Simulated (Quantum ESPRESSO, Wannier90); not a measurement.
BaTiO3 (P4mm): Wannier90 run

Materials Project entry mp-5986; symmetrised, unrelaxed at this level. COD (Crystallography Open Database) has the formula in 5 space groups, this one among them (matched by group alone). Computed values, not measurements, from PBEsol: Quantum ESPRESSO (norm-conserving PseudoDojo potentials, cutoff 68 Ry, spinors with spin-orbit coupling) on a Γ-centred 6×6×6 mesh, then Wannier90. Density: 8×8×8 mesh, cold smearing 0.01 Ry.

On the energy scale of pw.x, whose zero is arbitrary, the valence-band maximum lies at 10.08 eV.

Isolated groups of bands, relative to the valence-band maximum (bands from 41 on overlap up to the last one computed):

| bands | from (eV) | to (eV) | filling | weight on atomic waves |
|---|---|---|---|---|
| 1–2 | -56.28 | -56.28 | filled | Ti 3s 96 % |
| 3–4 | -33.13 | -33.09 | filled | Ti 3p 98 % |
| 5–8 | -32.50 | -32.40 | filled | Ti 3p 98 % |
| 9–10 | -24.77 | -24.52 | filled | Ba 5s 94 % |
| 11–16 | -17.04 | -15.80 | filled | O 2s 85 %, Ti 3d 5 %, Ti 4s 4 % |
| 17–18 | -11.87 | -11.11 | filled | Ba 5p 93 % |
| 19–22 | -10.22 | -9.03 | filled | Ba 5p 90 %, O 2p 6 % |
| 23–40 | -4.54 | 0.00 | filled | O 2p 82 %, Ti 3d 11 % |

Input w.win:

```
num_bands = 54
num_wann = 28
exclude_bands = 1-22
spinors = true
num_iter = 1000
conv_tol = 1.0e-6
conv_window = 4
dis_num_iter = 1000
dis_conv_tol = 1.0e-6
dis_froz_max = 3.31
write_hr = true
write_u_matrices = true
begin projections
f=0.01098,-0.00340,0.09518: d
f=0.01032,0.49291,0.06378: p
f=0.49827,0.01219,0.06647: p
f=-0.00176,0.00195,-0.43911: p
end projections
begin unit_cell_cart
ang
    3.9903800000    0.0000000000    0.0000000000
    0.0000000000    3.9903800000    0.0000000000
    0.0000000000    0.0000000000    4.1026600000
end unit_cell_cart
begin atoms_frac
Ba   0.5000000000  0.5000000000 -0.4174600000
Ti   0.0000000000  0.0000000000  0.1000400000
O    0.0000000000  0.5000000000  0.0642200000
O    0.5000000000  0.0000000000  0.0642200000
O    0.0000000000  0.0000000000 -0.4510300000
end atoms_frac
mp_grid = 6 6 6
begin kpoints
0.0000000000 0.0000000000 0.0000000000
0.0000000000 0.0000000000 0.1666666667
0.0000000000 0.0000000000 0.3333333333
... (213 more lines: the 6x6x6 mesh through Gamma)
end kpoints
```

The run ends without an error message, but its bands miss those of pw.x by 496 meV rms and 1.51 eV at worst (states up to 2.8 eV relative to the valence-band maximum).

What is the mistake?

Window typed relative to the reference level, not as an absolute energy. With that mended (28 functions from bands 23-76 of the 76 computed, start hydrogen-like Ti: d; O: p, centres 0.05 Å off the atoms, frozen window up to 3.31 eV relative to the valence-band maximum, outer window open) the misfit is 0.2 meV rms.
